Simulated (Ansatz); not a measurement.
SnO in space group P4/nmm (No. 129; Sn on 2c, O on 2a) under volume change, the program Ansatz at the LDA level (PAW), shape and atoms relaxed at each volume.

```tsv
V (Å³/atom)	E − E(relaxed) (meV/atom)	P (GPa)
15.079	19.3	4.96
15.576	?	?
16.073	?	?
16.570	0.0	-0.07
17.067	1.9	-1.06
17.564	6.3	-1.81
18.061	12.8	-2.33
```

Problem. Fill in the missing entries.

Solution. 
- 16.073, E − E(relaxed) (meV/atom): 1.6
- 16.073, P (GPa): 1.14
- 15.576, E − E(relaxed) (meV/atom): 7.5
- 15.576, P (GPa): 2.79

Problem. What does a third-order Birch–Murnaghan fit give for V₀, B₀ and B′?

Solution. V₀ = 16.52 Å³/atom, B₀ = 37.8 GPa, B′ = 8.1.

Symmetry was held in the LDA relaxation; of distortions, only those at the zone centre were tested. A crystal of weakly bound layers computed without a dispersion correction: the cell and the soft elastic constants depend strongly on that. Spin–orbit coupling is left out wherever it is not named.

Potentials: the later of the program's two PAW sets.
